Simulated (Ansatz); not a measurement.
LiNbSe$_{2}$ in space group P6_3/mmc (No. 194; Li on 2a, Nb on 2b, Se on 4f) at seven volumes, r²SCAN in the plane-wave PAW code Ansatz, shape and atoms relaxed at each. One row is withheld.

```csv
V (Å³/atom),P (GPa)
16.585,8.28
17.131,5.03
17.678,2.30
18.225,0.00
18.772,-1.94
19.318,?
19.865,-4.93
```

Problem. Fit the shown pressures and predict the withheld one.

Solution. P = (3/2)B₀(x^(7/2) − x^(5/2))[1 + (3/4)(B′ − 4)(x − 1)] with x = (V₀/V)^(2/3). Least squares on the six rows gives V₀ = 18.225 Å³/atom, B₀ = 70.2 GPa, B′ = 4.75. At V = 19.318, x = 0.9619 and P = -3.56 GPa. The run itself gave -3.56 GPa.

The workflow started from a Materials Project entry (that database holds measured and hypothetical structures alike); the Crystallography Open Database copy checked does not list it. Whether it is the stable phase at ambient conditions was not checked. Symmetry was held in the r²SCAN relaxation; its stability against distortions is not shown here. The run is not spin-polarised.

Potentials: the later of the program's two PAW sets.
